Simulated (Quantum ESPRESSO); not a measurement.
Inputs of pw.x and gipaw.x (a modified build of Quantum ESPRESSO, PBE) for Ag₄I₃Br; the starting potential comes from an earlier run on another mesh:

```
&CONTROL
  calculation = 'scf'
  prefix = 'x'
  pseudo_dir = './pseudo'
  outdir = './out'
  tprnfor = .true.
/
&SYSTEM
  ibrav = 0
  nat = 8
  ntyp = 3
  ecutwfc = 40
  ecutrho = 160
  occupations = 'fixed'
  nbnd = 36
/
&ELECTRONS
  conv_thr = 1e-11
  startingpot = 'file'
/
ATOMIC_SPECIES
Ag 107.868 Ag.GGA_PBE-JTH.UPF
Br 79.904 Br.GGA_PBE-JTH.UPF
I 126.904 I.GGA_PBE-JTH.UPF
CELL_PARAMETERS angstrom
    6.560374001000     0.000000000000     0.000000000000
    0.000000000000     6.560374001000     0.000000000000
    0.000000000000     0.000000000000     6.560374001000
ATOMIC_POSITIONS crystal
Ag     0.006290919800     0.006290919800     0.006290919800
Br     0.250000000000     0.250000000000     0.250000000000
Ag     0.006290919800     0.493709080200     0.493709080200
I      0.250000000000     0.750000000000     0.750000000000
Ag     0.493709080200     0.006290919800     0.493709080200
I      0.750000000000     0.250000000000     0.750000000000
Ag     0.493709080200     0.493709080200     0.006290919800
I      0.750000000000     0.750000000000     0.250000000000
K_POINTS automatic
4 4 4 1 1 1
```

```
&INPUTGIPAW
  job = 'nmr'
  prefix = 'x'
  tmp_dir = './out/'
  restart_mode = 'from_scratch'
  pawproj(1) = .true.
  pawproj(2) = .true.
  pawproj(3) = .true.
  use_nmr_macroscopic_shape = .false.
/
```

The cell was made here from a computed Materials Project entry: one of 4 I replaced by Br, cell and atoms relaxed (PBE without dispersion, pw.x of Quantum ESPRESSO, symmetry kept). The parent is AgI in F-43m. The swapped cell is a model, not a known phase. Stability against distortions was not tested. The run has no spin polarisation.

Predict the shielding tensors that the run ends with.


```
     Total NMR chemical shifts in ppm: ---------------------------------------
     (adopting the Simpson convention for anisotropy and asymmetry)-----------

     Atom  1  Ag  pos: (  0.006291  0.006291  0.006291)  Total sigma:        2926.77
          2926.7726        -34.4040        -34.4040
           -34.4040       2926.7726        -34.4040
           -34.4040        -34.4040       2926.7726

     Ag      1    anisotropy:   -103.21    eta:    0.0000

     Atom  2  Br  pos: (  0.250000  0.250000  0.250000)  Total sigma:        2912.93
          2912.9304          0.0000          0.0000
             0.0000       2912.9304          0.0000
             0.0000          0.0000       2912.9304

     Br      2    anisotropy:      0.00    eta:    0.0000

     Atom  3  Ag  pos: (  0.006291  0.493709  0.493709)  Total sigma:        2926.77
          2926.7726         34.4040         34.4040
            34.4040       2926.7726        -34.4040
            34.4040        -34.4040       2926.7726

     Ag      3    anisotropy:   -103.21    eta:    0.0000

     Atom  4  I   pos: (  0.250000  0.750000  0.750000)  Total sigma:        5067.35
          5141.4330          0.0000          0.0000
             0.0000       5030.3149          0.0000
             0.0000          0.0000       5030.3149

     I       4    anisotropy:    111.12    eta:    0.0000

     Atom  5  Ag  pos: (  0.493709  0.006291  0.493709)  Total sigma:        2926.77
          2926.7726         34.4040        -34.4040
            34.4040       2926.7726         34.4040
           -34.4040         34.4040       2926.7726

     Ag      5    anisotropy:   -103.21    eta:    0.0000

     Atom  6  I   pos: (  0.750000  0.250000  0.750000)  Total sigma:        5067.35
          5030.3149          0.0000          0.0000
             0.0000       5141.4330          0.0000
             0.0000          0.0000       5030.3149

     I       6    anisotropy:    111.12    eta:    0.0000

     Atom  7  Ag  pos: (  0.493709  0.493709  0.006291)  Total sigma:        2926.77
          2926.7726        -34.4040         34.4040
           -34.4040       2926.7726         34.4040
            34.4040         34.4040       2926.7726

     Ag      7    anisotropy:   -103.21    eta:    0.0000

     Atom  8  I   pos: (  0.750000  0.750000  0.250000)  Total sigma:        5067.35
          5030.3149          0.0000          0.0000
             0.0000       5030.3149          0.0000
             0.0000          0.0000       5141.4330

     I       8    anisotropy:    111.12    eta:    0.0000
```
The printed anisotropy is 3/2 (σ_33 − σ_iso) in the program's own order; the axes are left out here. Anisotropies that symmetry doesn't fix are less certain than the isotropic values. These are absolute shieldings with no macroscopic susceptibility term; δ = σ_ref − σ needs a reference computed alike. In our sweeps, cutoffs and meshes of this size left a few ppm, and up to some 20 ppm on atoms from Zn on. No spin–orbit coupling; I is the heaviest element present. No d partial waves on Br, I: the paramagnetic term there is incompletely reconstructed. The structure is static (0 K, no zero-point motion).
